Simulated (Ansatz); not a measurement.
BiB in space group P-6m2 (No. 187; B on 1a, Bi on 1f) at seven volumes, PBEsol in the plane-wave PAW code Ansatz, shape and atoms relaxed at each. One row is withheld.

```json
[
 {"V (Å³/atom)": "16.829", "P (GPa)": "9.40"},
 {"V (Å³/atom)": "17.384", "P (GPa)": "5.65"},
 {"V (Å³/atom)": "17.938", "P (GPa)": "2.61"},
 {"V (Å³/atom)": "18.493", "P (GPa)": "0.00"},
 {"V (Å³/atom)": "19.048", "P (GPa)": "-2.21"},
 {"V (Å³/atom)": "19.603", "P (GPa)": "-4.06"},
 {"V (Å³/atom)": "20.158", "P (GPa)": "?"}
]
```

Q: Fit the shown pressures and predict the withheld one.

A: P = (3/2)B₀(x^(7/2) − x^(5/2))[1 + (3/4)(B′ − 4)(x − 1)] with x = (V₀/V)^(2/3). Least squares on the six rows gives V₀ = 18.490 Å³/atom, B₀ = 79.7 GPa, B′ = 4.76. At V = 20.158, x = 0.9440 and P = -5.61 GPa. The run itself gave -5.62 GPa.

A made-up cell: these elements were put on the sites of a structure type; neither database checked (COD, Materials Project) lists it. Its standing as an ambient phase is unchecked. The PBEsol relaxation kept the symmetry of its start; of distortions, only those at the zone centre were tested. Scalar-relativistic: spin–orbit coupling is off unless named, which matters more the heavier the elements.

Potentials: the later of the program's two PAW sets.
